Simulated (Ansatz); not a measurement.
TePb₄Se₃ (Pm-3m) at 2 levels of theory

One geometry, relaxed with PBE; plane waves with PAW potentials in Ansatz, scalar-relativistic. No spin polarisation. Gaps are the least over mesh and band path; pressure is positive in compression.

```
Te Pb Se
1.0
     6.31767    0.00000    0.00000
     0.00000    6.31767    0.00000
     0.00000    0.00000    6.31767
Te Pb Se
1 4 3
Direct
  0.50000 0.50000 0.50000
  0.00000 0.00000 0.00000
  0.50000 0.00000 0.50000
  0.00000 0.50000 0.50000
  0.50000 0.50000 0.00000
  0.00000 0.50000 0.00000
  0.50000 0.00000 0.00000
  0.00000 0.00000 0.50000
```

```json
{"level": "PBE", "cutoff (eV)": "420", "k mesh": "6×6×6", "gap (eV)": "0.30", "pressure (GPa)": "0.0"}
```

**Question.** What comes out on the same cell with r2SCAN?

**Answer.**
```csv
level,cutoff (eV),k mesh,gap (eV),pressure (GPa)
r2SCAN,500,6×6×6,0.57,-0.9
```

Spin-orbit coupling matters for the bands of heavy elements and is left out.

The cell was found from a structure generator's guess, not taken from experiment.
